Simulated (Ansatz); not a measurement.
# SiO₂, one structure, two calculations

Cell: a structure deposited in the COD whose atoms were relaxed with PBE, the cell held.

Space group P4_12_12 (No. 92); a = 4.9640, c = 6.9200 Å.

| site | Wyckoff | site symmetry | x | y | z |
| --- | --- | --- | --- | --- | --- |
| Si | 4a | ..2 | 0.3059 | 0.3059 | 0.0000 |
| O | 8b | 1 | 0.2366 | 0.1180 | 0.1858 |

One atom of each set is listed.

First run. All values are calculated (Ansatz; DFT, PBE, plane waves and PAW, scalar-relativistic, 420 eV cutoff, Γ-centred 5×5×4 k-points, Fermi–Dirac smearing 0.02 eV), not measured.

```tsv
site	V_zz (10²¹ V/m²)	η
Si	-0.40	0.73
O	9.41	0.20
```

Second run. The same atoms and settings, except that the functional is r2SCAN and the cutoff is 500 eV.

(1) What does the second run give?

Answers

(1) 

| site | V_zz | η | change of V_zz |
| --- | --- | --- | --- |
| Si | -0.39 | 0.67 | +0.01 |
| O | 9.29 | 0.20 | -0.12 |

The largest change of V_zz is on O, from 9.41 to 9.29. In per cent, |V_zz| changes by -1 on O (all sites that start above 0.5).

For the second run: The largest force is 0.3 eV/Å, so the atoms aren't at the calculated equilibrium and relaxing them would move these values.
